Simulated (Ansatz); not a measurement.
Here is the system:

Relaxed Pt (fcc, Cu type):

```yaml
crystal:
  lattice:
    - [0.00000, 3.97027, 3.97027]
    - [1.98513, 0.00000, 1.98513]
    - [1.98513, 1.98513, 0.00000]
  atoms:
    - { symbol: Pt, position: [0.00000, 0.00000, 0.00000] }
    - { symbol: Pt, position: [0.50000, 0.00000, 0.00000] }
```

The atoms are displaced by Q × the pattern below (from a DFPT mode at L = (0.5, 0.0, 0.0), largest move 1; Q in Å), at fixed cell. It is one choice among 2 degenerate patterns. (q is in reciprocal vectors of the primitive cell; the cell shown is doubled to hold the pattern.)

```tsv
atom	x	y	z
Pt1	-0.285	0.520	-0.805
Pt2	0.285	-0.520	0.805
```

The numbers are results of PBE (plane waves to 420 eV, PAW, scalar-relativistic; Ansatz, a program for electronic structure), not measurements. k mesh 10×20×20 (Γ-centred), Fermi-Dirac smearing 0.05 eV. Energies are smeared free energies. With partly filled bands, energies and forces of such displacements shift with the k mesh and the smearing. Pt is run without spin polarisation. Pt was relaxed with its symmetry unable to fall. Spin-orbit coupling is left out, though Pt is heavy. ΔE is measured from the undisplaced structure.

The scan covers Q from -0.100 to 0.100 Å in 13 points.

### Question
Which space group does the distorted structure have?

### Answer
P-1 (No. 2), lowered from Fm-3m.

### Question
Is this a single well or a double well?

### Answer
A single well with its minimum at or next to zero displacement.

### Question
What is the energy change at Q = 0.100 Å?

### Answer
53.5 meV/cell.

### Question
What harmonic wavenumber does the curvature at Q = 0 give?

### Answer
90 cm⁻¹.

(A displaced cell: forces are minus the slopes of the energy, force constants its curvatures, and phonons follow from these.)
